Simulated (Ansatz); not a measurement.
Cu$_{3}$Pd:
```
Cu3Pd
1.0
    3.65480     0.00000     0.00000
    0.00000     3.65480     0.00000
    0.00000     0.00000     3.65480
Pd Cu
1 3
Direct
  0.00000   0.00000   0.00000
  0.00000   0.50000   0.50000
  0.50000   0.00000   0.50000
  0.50000   0.50000   0.00000
```

Relaxed with PBEsol. Special points in fractions of this cell's reciprocal vectors: Γ (0.000, 0.000, 0.000); X (0.000, 0.500, 0.000); M (0.500, 0.500, 0.000); R (0.500, 0.500, 0.500).

Q: List the band energies nearest the Fermi level at these points for the program Ansatz at the PBEsol level (PAW).

A: In eV from the Fermi level; about four levels below and three above (degenerate sets whole), none deeper than 8.9 eV; … stands for higher levels left out; points with the same levels are listed once.

```
k                          below                above
-  -----------------------------  -------------------
Γ  -0.81 -0.81 -0.37 -0.37 -0.37       2.02 2.02 2.02
X        -1.52 -1.18 -1.16 -0.39  7.08 7.08 7.28 7.28
M        -1.89 -1.86 -1.60 -1.60       0.07 0.07 1.17
R  -0.72 -0.72 -0.25 -0.25 -0.25                    …
```

Space group Pm-3m (Cu3Au type). The workflow started from an entry of the Crystallography Open Database (COD), which files this formula under 3 space groups. Whether it is the stable phase at ambient conditions was not checked. Symmetry was held in the PBEsol relaxation; of distortions, only those at the zone centre were tested. The run is not spin-polarised. Spin–orbit coupling is left out wherever it is not named.

Potentials: the later of the program's two PAW sets.
